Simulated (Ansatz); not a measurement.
Self-consistent states of MnSe (F-43m)

Level of theory: r²SCAN+U, U_eff = 4.0 eV (Dudarev form) on Mn d, fully localised double counting, scalar-relativistic datasets, 500 eV, PAW set soft_2 (made for PBE), 6×6×6 mesh, Gaussian smearing of 0.05 eV; plane-wave PAW code Ansatz.

```yaml
crystal:
  lattice:
    - [0.00000, 2.91000, 2.91000]
    - [2.91000, 0.00000, 2.91000]
    - [2.91000, 2.91000, 0.00000]
  atoms:
    - { symbol: Mn, position: [0.00000, 0.00000, 0.00000] }
    - { symbol: Se, position: [0.75000, 0.75000, 0.75000] }
```

The structure is that of a cell as deposited in COD, unrelaxed.

Cell and atoms stay fixed, and the cell was started in 11 ways, without spin–orbit coupling. The starts were built for 5 d electrons on Mn, a formal count that the converged states needn't keep. Starting moments of the plain starts: Mn1 5.00 μB (atoms counted from 1).

Energies count from the lowest free state found; constrained states (a lock kept on the moments, or spin off) can lie above or below free ones. A natural orbital (eigenvector of a shell's occupation matrix) is counted as filled above 0.75 (0.9 in a metal) and as partly filled from 0.35 up to that; ↑ and ↓ are the spin channels.

| state | reached from | ΔE (meV/atom) | gap (eV) | P (GPa) | cell spin moment (μB) | site spin moments (μB) | shell filling | Hubbard energy (eV/cell) | flags |
| --- | --- | --- | --- | --- | --- | --- | --- | --- | --- |
| 1 | ferromagnetic start, free, default search; ferromagnetic start, free, symmetry kept, no search; ferromagnetic start, free, natural orbitals of the symmetric run filled by rank; 1 more | 0.0 | 1.34 | 5.9 | 5.00 | Mn 4.49 | Mn 5↑ 0↓, 5.20 e | 0.46 | – |
| 2 | total moment locked, 5.00 μB per cell (constrained) | 0.0 | 1.34 | 5.9 | 5.00 | Mn 4.49 | Mn 5↑ 0↓, 5.20 e | 0.46 | – |
| 3 | total moment locked, 5.50 μB per cell (constrained) | 664.1 | metal | 9.6 | 5.50 | Mn 4.55; Se 0.18 | Mn 5↑ 0↓, 5.16 e | 0.38 | – |
| 4 | site moments held at Mn1 2.69 μB (constrained) | 1961.1 | metal | – | 3.14 | Mn 2.69; Se 0.05 | Mn 2↑(+3 partly) 0↓(+3 partly), 5.72 e | 2.61 | lock stalled near its target |
| 5 | total moment locked, 2.50 μB per cell (constrained) | 2280.4 | metal | -8.2 | 2.50 | Mn 3.17; Se -0.43 | Mn 2↑(+3 partly) 0↓, 5.77 e | 2.62 | – |
| 6 | site moments held at Mn1 1.35 μB (constrained) | 2360.2 | metal | – | 1.00 | Mn 1.35; Se -0.35 | Mn 2↑(+3 partly) 2↓, 5.81 e | 2.06 | lock stalled near its target |
| 7 | total moment locked at zero, no site moments, 0.00 μB per cell (constrained) | 2720.0 | metal | -10.9 | 0.00 | under 0.05 | Mn 2↑ 2↓, 5.68 e | 2.60 | – |
| 8 | no spin polarisation | 2720.0 | metal | -10.9 | 0.00 | under 0.05 | Mn 2 filled in each spin, 5.68 e | 2.60 | – |

The lowest free state (state 1) has 5 d electrons in filled orbitals, 5 of them unpaired, the high-spin filling, a gap of 1.34 eV and a whole-number cell moment of 5 μB, as a collinear insulator must have. Its natural occupations are Mn1 spin up: 1.00 1.00 1.00 1.00 1.00; Mn1 spin down: 0.02 0.02 0.06 0.06 0.06.

All 4 free starts end within 3 meV/atom of the lowest, so here the result hardly hangs on the start.

With one Mn ion in the cell, Mn moments can't oppose each other.

In the lowest free state the fixed cell carries a pressure of 5.9 GPa (the cell is smaller than this level of theory would relax to); relaxing would change energies and could change the order of close states.

The lowest state found needn't be the ground state of this level of theory. For metallic states the mesh is coarse, so energy differences carry some meV/atom. U is one value of a scan, not fitted to this compound, so the states needn't resemble the real material's. Stress under a held lock on site moments or directions isn't converged. Gaps are Kohn–Sham gaps over the k-mesh alone and may be smaller between its points. Site moments are integrated in small spheres and here fall short of the shell's N↑ − N↓.
